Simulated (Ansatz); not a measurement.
Given:

PbS:
Space group F-43m (No. 216); a = b = c = 6.601 Å, α = β = γ = 90.00°

```json
[
 {"atom": "S", "site": "4c", "symmetry": "-43m", "x": "0.2500", "y": "0.2500", "z": "0.2500"},
 {"atom": "Pb", "site": "4a", "symmetry": "-43m", "x": "0.0000", "y": "0.0000", "z": "0.0000"}
]
```
(The calculation used a cell of 2 atoms; values per cell refer to that cell.)

This is the r²SCAN-relaxed structure.

Problem. All from the program Ansatz at the r²SCAN level (PAW), unless another level is named. Predict the gap with spin–orbit coupling.

Solution. 0.84 eV.

Problem. What about the formation energy from the elements (no fitted shifts)?

Solution. -0.41 eV/atom.

Problem. What about the hole effective mass?

Solution. 0.62, 0.62, 0.73 mₑ (principal values).

Problem. What about the conduction-band minimum?

Solution. at X (3 equivalent valleys).

Problem. Next, the weight of the conduction-edge state by species (Voronoi cells)?

Solution. Pb 71 %, S 29 %.

Problem. Next, the weight of the valence-edge state by species (Voronoi cells)?

Solution. S 81 %, Pb 19 %.

The cell is a constructed one: a structure type filled with these elements; neither database checked (COD, Materials Project) lists it. It is not the phase usual at ambient conditions (space group No. 225). The cell was relaxed with r²SCAN under the symmetry of its start. At this level the phase is dynamically unstable (imaginary phonons). The references are the lowest solids computed at this level, not always the standard phases. Scalar-relativistic: spin–orbit coupling is off unless named, which matters more the heavier the elements.

Potentials: the later of the program's two PAW sets.
